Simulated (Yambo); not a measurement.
## How GW settings move the gap: Li2WS4 monolayer

G0W0@PBEsol for a free-standing Li$_{2}$WS$_{4}$ monolayer (symmetry P-42m, slab cell 15.5 Å high) in Yambo. Reference settings: 2×2×1 Γ-centred k mesh, bands 4 to 153 and a 5 Ry block in the screening, 153 bands in G with the Bruneval-Gonze terminator, plasmon pole fitted at 27.2 eV, slab-truncated Coulomb interaction, stochastic integration of W near q = 0. The PBEsol gap X → Γ on this mesh is 2.31 eV; G0W0 gaps are taken between the same points.

| change from the reference | G0W0 gap X → Γ (eV) | shift of the valence edge (eV) | rough Yambo cost |
|---|---|---|---|
| reference settings | 5.53 | -1.15 | 1 |
| 61 bands in W, 61 bands in G | 5.58 | -0.88 | about 1/2 |
| 100 bands in W, 100 bands in G | 5.55 | -1.04 | within a factor of two |
| 61 bands in G | 5.52 | -0.98 | – |
| 100 bands in G | 5.54 | -1.10 | – |
| 74 bands in W | 5.56 | -1.05 | within a factor of two |
| no stochastic integration of W | 6.87 | -1.91 | – |
| 3 Ry block | 5.53 | -1.06 | within a factor of two |
| pole fitted at 40 eV | 5.56 | -1.18 | – |
| 61 bands in G, no terminator | 5.66 | -0.47 | – |
| 100 bands in G, no terminator | 5.70 | -0.77 | – |
| no terminator | 5.69 | -0.94 | – |

The reference isn't shown to be the converged limit. Costs are rough (shared machines), scaled to the same edge states, and given only for runs that recompute the screening. Without the stochastic integration, the mesh misses the sharp change of W near q = 0 in a layer: the 1.33 eV of that row are a sampling artefact.

Spin-orbit coupling is left out, which matters for elements this heavy: edges can move by tenths of an eV.

Geometry relaxed with PBEsol; primitive cell a = b = 5.9748 Å, c = 15.5000 Å, α = β = γ = 90.00°.

This is a model layer cut from the bulk structure; whether it is stable on its own was not checked.

A shift is the quasiparticle energy of the state minus its PBEsol energy.
